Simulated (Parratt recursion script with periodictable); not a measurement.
**Surface roughness and fringe height: Ti on Si**

| layer, from the top | thickness (Å) | density (g/cm³) | rms roughness of its top face (Å) | ρ (10⁻⁶ Å⁻²) | ρ″ (10⁻⁶ Å⁻²) |
|---|---|---|---|---|---|
| Ti | 600 | 3.901 | varied | −1.654 | 8.312 × 10⁻⁴ |
| Si (substrate) | – | 2.313 | 1.8 | 2.059 | 2.358 × 10⁻⁵ |

ρ and ρ″ are the real and imaginary parts of the scattering length density. Vacuum lies above.

Densities are inputs, not measurements. They were set from computed cells of the Materials Project: Ti from entry mp-46 (P6₃/mmc, 4.589 g/cm³, taken at 85 %); Si from entry mp-149 (Fd-3m, 2.313 g/cm³). A layer's crystal structure does not enter its constants, only its composition and density.

Simulated, not measured: specular neutron reflectivity, Parratt recursion, Névot-Croce roughness, natural isotopes, no magnetic scattering (Parratt recursion script with periodictable 1.7.1).

Neutron wavelength 5.5 Å. Q is scanned from 0.004 to 0.2 Å⁻¹ in 600 evenly spaced points, and the curve is smoothed with a Gaussian of 0.001 Å⁻¹ full width. A maximum is a scan point above both neighbours; its place and height come from a parabola through R at the three points.

The table follows two fringe maxima, those next to orders 6.5 and 14.5 of m = (d/2π)(Q² − 16πρ)^½, through runs that differ in the roughness σ₁ of the film surface alone.

| σ₁ (Å) | Q of the first (Å⁻¹) | R there | Q of the second (Å⁻¹) | R there |
|---|---|---|---|---|
| 5.9 | 0.0670 | 2.07 × 10⁻⁴ | 0.1513 | 6.51 × 10⁻⁶ |
| 10 | 0.0670 | ? | 0.1512 | ? |

Task: Estimate the two heights for σ₁ = 10 Å.

Result: At a maximum the amplitudes from the film's two faces add: R ≈ (|r₁|g₁ + |r₂|g₂A)². Here q₀ = Q, qⱼ = (Q² − 16πρⱼ)^½ (1 film, 2 substrate), |r₁| = |q₀² − q₁²|/(q₀ + q₁)², |r₂| = |q₁² − q₂²|/(q₁ + q₂)² with the numerators taken from the constants, g₁ = exp(−q₀q₁σ₁²/2), g₂ = exp(−q₁q₂σ₂²/2), and A = exp(−8πρ″₁d/q₁) for absorption in the film.

Check on a shown row, σ₁ = 5.9 Å, second maximum: q₀ = 0.1513, q₁ = 0.1516, q₂ = 0.1510 Å⁻¹; |r₁| = 9.06 × 10⁻⁴, |r₂| = 0.00204; g₁ = 0.671, g₂ = 0.964, A = 1.000; R ≈ 6.63 × 10⁻⁶ against 6.51 × 10⁻⁶ in the table.

- σ₁ = 10 Å, first maximum: q₀ = 0.0670, q₁ = 0.0676, q₂ = 0.0662 Å⁻¹; |r₁| = 0.00459, |r₂| = 0.0104; g₁ = 0.797, g₂ = 0.993, A = 1.000; R ≈ 1.96 × 10⁻⁴.
- σ₁ = 10 Å, second maximum: q₀ = 0.1512, q₁ = 0.1515, q₂ = 0.1509 Å⁻¹; |r₁| = 9.07 × 10⁻⁴, |r₂| = 0.00204; g₁ = 0.318, g₂ = 0.964, A = 1.000; R ≈ 5.08 × 10⁻⁶.

The run gave 1.91 × 10⁻⁴ and 5.03 × 10⁻⁶; the estimates are 1.03 and 1.01 times these.
